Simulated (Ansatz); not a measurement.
Computed with Ansatz 0.2.0, DFT r2SCAN, scalar-relativistic, plane waves, PAW.

Structure of Cl:

```yaml
crystal:
  lattice:
    - [3.26418, -2.07070, 0.00000]
    - [3.26418, 2.07070, 0.00000]
    - [0.00000, 0.00000, 8.26300]
  atoms:
    - { symbol: Cl, position: [0.88046, 0.11954, 0.10591] }
    - { symbol: Cl, position: [0.61954, 0.38046, 0.60591] }
    - { symbol: Cl, position: [0.11954, 0.88046, 0.89409] }
    - { symbol: Cl, position: [0.38046, 0.61954, 0.39409] }
```

Plane waves to 500 eV, a k mesh through Γ of 6×6×4 on the computed 4-atom cell and Gaussian smearing (0.02 eV); no spin polarisation.

Levels along Γ–Y–F0 | Δ0–Γ–Z–B0 | G0–T–Y | Γ–S–R–Z–T, in eV from a zero inside the gap, sorted by energy at each point. Points in fractions of the primitive reciprocal vectors: Γ (0.000 0.000 0.000), Y (0.500 0.500 0.000), F0 (0.351 0.649 0.000), Δ0 (-0.351 0.351 0.000), Z (0.000 0.000 0.500), B0 (-0.351 0.351 0.500), G0 (0.351 0.649 0.500), T (0.500 0.500 0.500), S (0.000 0.500 0.000), R (0.000 0.500 0.500).
```csv
point,"k (1/Å, with 2π)",band 11,band 12,band 13,band 14,band 15,band 16,band 17
Γ,0.000,-2.19,-1.67,-1.46,-1.33,1.33,2.24,6.08
-,0.138,-2.18,-1.67,-1.52,-1.33,1.34,2.23,6.25
-,0.275,-2.19,-1.68,-1.67,-1.36,1.36,2.20,6.72
-,0.412,-2.21,-1.92,-1.68,-1.40,1.39,2.16,7.19
-,0.550,-2.26,-2.19,-1.69,-1.44,1.41,2.11,7.52
-,0.688,-2.43,-2.32,-1.71,-1.48,1.42,2.07,7.58
-,0.825,-2.60,-2.36,-1.71,-1.50,1.42,2.04,7.51
Y,0.962,-2.67,-2.38,-1.72,-1.51,1.42,2.04,7.48
-,1.027,-2.66,-2.37,-1.71,-1.51,1.42,2.03,7.44
-,1.092,-2.65,-2.33,-1.69,-1.51,1.43,2.02,7.42
-,1.157,-2.62,-2.28,-1.68,-1.51,1.46,2.01,7.46
-,1.222,-2.58,-2.23,-1.66,-1.51,1.49,2.00,7.57
-,1.286,-2.53,-2.18,-1.66,-1.51,1.54,2.00,7.74
-,1.351,-2.47,-2.14,-1.67,-1.51,1.61,1.99,7.96
F0,1.416,-2.41,-2.11,-1.70,-1.51,1.69,1.99,8.07
Δ0,1.416,-2.41,-2.11,-1.70,-1.51,1.69,1.99,8.07
-,1.568,-2.23,-2.06,-1.77,-1.51,1.88,1.99,7.99
-,1.720,-2.03,-1.98,-1.83,-1.51,1.94,2.03,7.99
-,1.872,-1.86,-1.85,-1.83,-1.51,1.80,2.10,7.77
-,2.024,-1.89,-1.70,-1.64,-1.50,1.60,2.14,7.12
-,2.176,-1.97,-1.62,-1.48,-1.48,1.42,2.17,6.58
-,2.328,-2.11,-1.64,-1.47,-1.36,1.34,2.22,6.22
Γ,2.480,-2.19,-1.67,-1.46,-1.33,1.33,2.24,6.08
-,2.534,-2.19,-1.68,-1.46,-1.33,1.33,2.22,6.10
-,2.588,-2.19,-1.71,-1.45,-1.33,1.36,2.18,6.14
-,2.643,-2.19,-1.76,-1.44,-1.34,1.41,2.11,6.21
-,2.697,-2.17,-1.83,-1.43,-1.35,1.47,2.03,6.28
-,2.751,-2.15,-1.90,-1.42,-1.36,1.54,1.93,6.36
-,2.805,-2.11,-1.98,-1.41,-1.38,1.63,1.83,6.43
Z,2.860,-2.05,-2.05,-1.39,-1.39,1.73,1.73,6.48
-,3.012,-1.98,-1.98,-1.41,-1.41,1.75,1.75,6.55
-,3.164,-1.82,-1.82,-1.48,-1.48,1.80,1.80,6.80
-,3.316,-1.66,-1.66,-1.57,-1.57,1.81,1.81,7.26
-,3.468,-1.67,-1.67,-1.55,-1.55,1.78,1.78,7.93
-,3.620,-1.76,-1.76,-1.52,-1.52,1.75,1.75,8.69
-,3.772,-1.85,-1.85,-1.58,-1.58,1.75,1.75,8.76
B0,3.924,-1.93,-1.93,-1.73,-1.73,1.76,1.76,8.79
G0,3.924,-1.93,-1.93,-1.73,-1.73,1.76,1.76,8.79
-,3.988,-1.96,-1.96,-1.81,-1.81,1.76,1.76,8.70
-,4.053,-1.99,-1.99,-1.89,-1.89,1.75,1.75,8.49
-,4.118,-2.01,-2.01,-1.97,-1.97,1.73,1.73,8.33
-,4.183,-2.04,-2.04,-2.03,-2.03,1.72,1.72,8.22
-,4.247,-2.10,-2.10,-2.05,-2.05,1.70,1.70,8.15
-,4.312,-2.13,-2.13,-2.06,-2.06,1.68,1.68,8.11
T,4.377,-2.15,-2.15,-2.06,-2.06,1.68,1.68,8.09
-,4.431,-2.22,-2.19,-2.06,-1.93,1.61,1.75,8.04
-,4.486,-2.31,-2.28,-1.98,-1.82,1.55,1.82,7.94
-,4.540,-2.42,-2.33,-1.89,-1.71,1.51,1.89,7.81
-,4.594,-2.52,-2.35,-1.82,-1.63,1.47,1.95,7.68
-,4.649,-2.60,-2.37,-1.76,-1.56,1.44,2.00,7.57
-,4.703,-2.65,-2.38,-1.73,-1.52,1.43,2.02,7.50
Y,4.757,-2.67,-2.38,-1.72,-1.51,1.42,2.04,7.48
Γ,4.757,-2.19,-1.67,-1.46,-1.33,1.33,2.24,6.08
-,4.886,-2.14,-1.65,-1.48,-1.35,1.33,2.22,6.19
-,5.014,-2.06,-1.63,-1.52,-1.41,1.38,2.19,6.49
-,5.142,-1.99,-1.70,-1.53,-1.50,1.47,2.15,6.90
-,5.271,-1.97,-1.84,-1.56,-1.53,1.61,2.11,7.22
-,5.399,-2.03,-1.97,-1.59,-1.55,1.76,2.08,7.28
-,5.527,-2.09,-2.07,-1.60,-1.57,1.89,2.05,7.23
S,5.655,-2.11,-2.11,-1.59,-1.59,1.99,1.99,7.21
-,5.710,-2.10,-2.10,-1.58,-1.58,1.98,1.98,7.23
-,5.764,-2.06,-2.06,-1.56,-1.56,1.94,1.94,7.26
-,5.819,-2.01,-2.01,-1.53,-1.53,1.90,1.90,7.30
-,5.873,-1.97,-1.97,-1.49,-1.49,1.84,1.84,7.36
-,5.927,-1.94,-1.94,-1.45,-1.45,1.79,1.79,7.42
-,5.981,-1.92,-1.92,-1.41,-1.41,1.76,1.76,7.47
R,6.036,-1.91,-1.91,-1.40,-1.40,1.75,1.75,7.48
-,6.164,-1.89,-1.89,-1.42,-1.42,1.76,1.76,7.50
-,6.292,-1.85,-1.85,-1.48,-1.48,1.78,1.78,7.51
-,6.421,-1.81,-1.81,-1.53,-1.53,1.80,1.80,7.38
-,6.549,-1.84,-1.84,-1.52,-1.52,1.80,1.80,7.07
-,6.677,-1.93,-1.93,-1.46,-1.46,1.77,1.77,6.76
-,6.806,-2.01,-2.01,-1.41,-1.41,1.74,1.74,6.55
Z,6.934,-2.05,-2.05,-1.39,-1.39,1.73,1.73,6.48
-,7.072,-2.05,-2.05,-1.42,-1.42,1.73,1.73,6.62
-,7.209,-2.07,-2.07,-1.49,-1.49,1.74,1.74,7.02
-,7.346,-2.11,-2.11,-1.60,-1.60,1.74,1.74,7.61
-,7.484,-2.16,-2.16,-1.73,-1.73,1.72,1.72,8.12
-,7.622,-2.18,-2.18,-1.87,-1.87,1.70,1.70,8.21
-,7.759,-2.17,-2.17,-1.99,-1.99,1.69,1.69,8.13
T,7.896,-2.15,-2.15,-2.06,-2.06,1.68,1.68,8.09
```

The cell holds molecules, and r2SCAN describes their binding at middle range but leaves out its long-range dispersion part.

Cost: 1 run of about 1.5 core-minutes, on Arm Neoverse V1 (shared hosts).